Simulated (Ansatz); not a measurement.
# Kick test of a cell of BP2

The structure comes from a generated guess, relaxed at this level; another structure or a mixture of phases may lie lower.

These are results of Ansatz 0.2.0, DFT PBE, scalar-relativistic, plane waves, PAW, not measurements. Settings: cutoff 420 eV, Γ-centred mesh 12×12×12 on the computed 6-atom cell, Gaussian smearing of 0.10 eV; no spin polarisation.

The cell below (6 atoms, space group I4_1/amd (No. 141)) is relaxed within its symmetry.

```
B P
1.0
    -3.10574    3.10574    1.88950
     3.10574   -3.10574    1.88950
     3.10574    3.10574   -1.88950
B P
2 4
Direct
  0.00000 0.00000 0.00000
  0.75000 0.25000 0.50000
  0.37500 0.62500 0.75000
  0.37500 0.12500 0.75000
  0.37500 0.62500 0.25000
  0.87500 0.62500 0.25000
```

For the test a repeat of it with 12 atoms (edges 4.78, 4.78, 7.17 Å) was strained at random (σ = 1.5 % a component), the atoms were moved at random (σ = 0.05 Å), and all was relaxed again on a coarse 6×6×6 mesh (in the run’s order of axes) with 0.20 eV smearing, with no symmetry imposed.

Question: Does it come back?

Answer: It returns, within 1 meV/atom of the unmoved cell on that mesh and with the same symmetry when read at 0.1 Å (C2/m at 0.01 Å, so small strains and shifts remain). So it is stable against the distortions that fit this cell and that this random move excites. Modes that don't fit the cell aren't tested.
